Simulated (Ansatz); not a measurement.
CuI (zinc blende)

Space group F-43m (No. 216); a = b = c = 5.9394 Å, α = β = γ = 90.00°

```tsv
atom	site	symmetry	x	y	z
I	4c	-43m	0.2500	0.2500	0.2500
Cu	4a	-43m	0.0000	0.0000	0.0000
```
(The calculation used a cell of 2 atoms; values per cell refer to that cell.)

The relaxed cell is deformed in two ways at once: its volume V is scaled, and at that volume it is stretched along z (the c axis of the conventional cell) so that c/a changes. Fractional atomic positions are held.

Level of theory: PBEsol (plane waves to 420 eV, PAW, scalar-relativistic; Ansatz, an electronic-structure program). k mesh 10×10×10 (Γ-centred), Fermi-Dirac smearing 0.05 eV. The energy includes the smearing's −TS. CuI is run without spin polarisation. CuI was relaxed with its symmetry unable to fall. Spin-orbit coupling is left out, though I is heavy. The zero of ΔE is the relaxed starting cell.

### Question
What ΔE (meV/atom) does the calculation give at all points of the grid V/V₀ = 0.920, 0.947, 0.973, 1.000, 1.027, 1.053, 1.080 by (c/a)/(c/a)₀ = 0.880, 0.920, 0.960, 1.000, 1.040, 1.080, 1.120?

### Answer
ΔE (meV/atom), with V/V₀ across and (c/a)/(c/a)₀ down:

| (c/a)/(c/a)₀ \ V/V₀ | 0.920 | 0.947 | 0.973 | 1.000 | 1.027 | 1.053 | 1.080 |
|---|---|---|---|---|---|---|---|
| 0.880 | 41.8 | 25.5 | 17.0 | 15.1 | 18.8 | 27.3 | 39.7 |
| 0.920 | 35.7 | 18.5 | 9.3 | 6.7 | 9.9 | 17.8 | 29.9 |
| 0.960 | 32.0 | 14.3 | 4.6 | 1.7 | 4.5 | 12.2 | 24.0 |
| 1.000 | 30.6 | 12.8 | 3.0 | 0.0 | 2.7 | 10.3 | 22.0 |
| 1.040 | 32.0 | 14.3 | 4.6 | 1.7 | 4.5 | 12.2 | 24.0 |
| 1.080 | 36.2 | 18.9 | 9.5 | 6.8 | 9.8 | 17.7 | 29.6 |
| 1.120 | 43.4 | 26.5 | 17.6 | 15.3 | 18.7 | 26.8 | 39.0 |

(A scan under strain: stresses follow from slopes of the energy per volume, elastic moduli from its curvatures.)
